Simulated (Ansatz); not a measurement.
## YbIn2Rh2, a known structure type with other elements, at an estimated volume

```
Rh Yb In
1.0
     0.00000    4.40517    0.00000
     4.40517    0.00000    0.00000
     2.20259    2.20259   -5.04277
Rh Yb In
2 1 2
Direct
  0.75000 0.25000 0.50000
  0.25000 0.75000 0.50000
  0.00000 0.00000 0.00000
  0.37500 0.37500 0.25000
  0.62500 0.62500 0.75000
```

Level: PBE, no spin polarisation; 420 eV; 6×6×6 Γ-centred mesh; fermi-dirac occupations (width 0.1 eV); Ansatz 0.2.0, fixed geometry.

Problem. What happens at the Fermi level?

Solution. It is a metal, with about 2.2 states/eV a cell as the mean within 0.25 eV of the Fermi level, mostly Rh d (27 %), Yb f (27 %) and In p (25 %).

Problem. Describe some of the short contacts.

Solution. In–In at 2.52 Å: least valence density 0.43 e/Å³ and ELF 0.29 there. Rh–In at 2.54 Å: least valence density 0.44 e/Å³ and ELF 0.25 there. Yb–Rh at 3.35 Å: least valence density 0.12 e/Å³ and ELF 0.10 there. Both are smooth PAW fields, read partly inside the augmentation spheres.

Problem. Which atom feels the largest force, and which way?

Solution. The largest is on In4 (and as large on other atoms): 0.69 eV/Å, components (0.00, 0.00, -0.69). It makes 180° with the line to a nearest neighbour, In5 at 2.52 Å, pointing away from it.

Problem. Is the cell too large or too small?

Solution. The pressure is 13.8 GPa (compression positive), so with the atoms held at these fractions the cell would first expand. The principal stresses 11.9, 11.9, 17.7 GPa differ, so its shape would change too.

Origin: a known structure type with other elements, at an estimated volume, so it need not be a known compound. Caveats: no spin polarisation, so a magnetic state may lie lower; f levels without a U or exact exchange are poorly placed.
